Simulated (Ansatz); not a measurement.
Total density of states per atom from DFT-r²SCAN+D4 in the program Ansatz with PAW potentials, in 0.25 eV bins, energy from the valence-band maximum:

(E (eV), states/eV/atom): (-7.85, 0.00); (-7.60, 0.00); (-7.35, 0.00); (-7.10, 0.00); (-6.85, 0.00); (-6.60, 0.00); (-6.35, 0.00); (-6.10, 0.00); (-5.85, 0.00); (-5.60, 0.00); (-5.35, 0.00); (-5.10, 0.00); (-4.85, 0.00); (-4.60, 0.18); (-4.35, 0.68); (-4.10, 0.47); (-3.85, 0.73); (-3.60, 1.39); (-3.35, 1.84); (-3.10, 0.96); (-2.85, 1.02); (-2.60, 1.01); (-2.35, 0.99); (-2.10, 0.72); (-1.85, 1.06); (-1.60, 1.11); (-1.35, 1.53); (-1.10, 1.11); (-0.85, 0.54); (-0.60, 0.49); (-0.35, 0.11); (-0.10, 0.05); (0.15, 0.00); (0.40, 0.00); (0.65, 0.00); (0.90, 0.00); (1.15, 0.00); (1.40, 0.00); (1.65, 0.00); (1.90, 0.00); (2.15, 0.00); (2.40, 0.04); (2.65, 0.05); (2.90, 0.08); (3.15, 0.30); (3.40, 1.12); (3.65, 1.20); (3.90, 1.22); (4.15, 0.85); (4.40, 0.55); (4.65, 0.93); (4.90, 0.57); (5.15, 0.68); (5.40, 0.35); (5.65, 0.34); (5.90, 0.58); (6.15, 0.44); (6.40, 0.53); (6.65, 0.47); (6.90, 0.45)

Question: Which of these materials gives this?
A. CrClO, Pmmn (Cr on 2a, Cl on 2b, O on 2b)
B. CrBrO, Pmmn (Cr on 2a, Br on 2b, O on 2b)
C. ZnSnN2, R-3m (Sn on 3a, Zn on 3b, N on 6c)
D. ZrBrN, Pmmn (Zr on 2b, Br on 2a, N on 2a)

Answer: D, ZrBrN, Pmmn (Zr on 2b, Br on 2a, N on 2a). Top 1 eV of the valence band: N 2p 68 %, Br 4p 21 %, Zr 4d 7 %. Bottom 1 eV of the conduction band: Zr 4d 86 %, N 2p 9 %. Projections are on Löwdin-orthogonalised atomic valence shells; empty p or d shells of many metals are not among them.

The first step of the workflow began from a Materials Project structure, measured or hypothetical; the Crystallography Open Database files this formula in space group No. 59, but the cells were not matched. Its standing as an ambient phase is unchecked. The cell was relaxed with r²SCAN+D4 under the symmetry of its start; whether a distortion lowers the energy is not shown. The run is not spin-polarised. Spin–orbit coupling is left out wherever it is not named.

Potentials: the later of the program's two PAW sets.
